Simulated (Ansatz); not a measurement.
One crystal and one scan (frozen-phonon scan) at two levels, PBE (plane waves to 420 eV, PAW, scalar-relativistic; Ansatz, an electronic-structure program) and r2SCAN (plane waves to 500 eV, PAW, scalar-relativistic; Ansatz), each from its own relaxed cell and on its own mesh. The cell shown is that of PBE.

Starting cell, ZnS (zinc blende):

```yaml
crystal:
  lattice:
    - [0.00000, 5.44349, 5.44349]
    - [2.72175, 2.72175, 5.44349]
    - [2.72175, 2.72175, 0.00000]
  atoms:
    - { symbol: S, position: [0.00000, 0.75000, 0.75000] }
    - { symbol: S, position: [0.50000, 0.75000, 0.75000] }
    - { symbol: Zn, position: [0.00000, 0.00000, 0.00000] }
    - { symbol: Zn, position: [0.50000, 0.00000, 0.00000] }
```

The atoms are displaced by Q × the pattern below (from a DFPT mode at X = (0.5, 0.5, 0.0), largest move 1; Q in Å), at fixed cell. It is one choice among 2 degenerate patterns. (q is in reciprocal vectors of the primitive cell; the cell shown is doubled to hold the pattern.)

```json
[
 {"atom": "S1", "x": "0.608", "y": "0.000", "z": "0.000"},
 {"atom": "S2", "x": "-0.608", "y": "0.000", "z": "0.000"},
 {"atom": "Zn3", "x": "0.000", "y": "1.000", "z": "0.000"},
 {"atom": "Zn4", "x": "0.000", "y": "-1.000", "z": "0.000"}
]
```

The PAW data are Ansatz's earlier set. ZnS was relaxed with its symmetry unable to fall. Both scans cover Q from -0.100 to 0.100 Å.

ΔE (meV/cell), each from the undisplaced structure of its own level:

```
Q (Å)    PBE    r2SCAN
------  ----  --------
-0.100  22.8  withheld
-0.083  15.9      17.0
-0.067  10.2      10.9
-0.050   5.7       6.1
-0.033   2.5       2.7
-0.017   0.6       0.7
0.000    0.0       0.0
0.017    0.6       0.7
0.033    2.5       2.7
0.050    5.7       6.1
0.067   10.2      10.9
0.083   15.9      17.0
0.100   22.8  withheld
```

Question: Estimate the r2SCAN value at -0.100 from the PBE value there and the ratio of the two levels in the two nearest given rows on that side of the minimum.

Answer: At -0.083 and -0.067 the ratio r2SCAN/PBE averages 1.069, which gives 1.069 × 22.8 = 24.4 meV/cell. The calculation gives 24.5 meV/cell, +7.5 % against PBE.

(For displaced atoms, the force is minus the slope of the energy, and its curvature is a force constant, which sets phonon frequencies.)
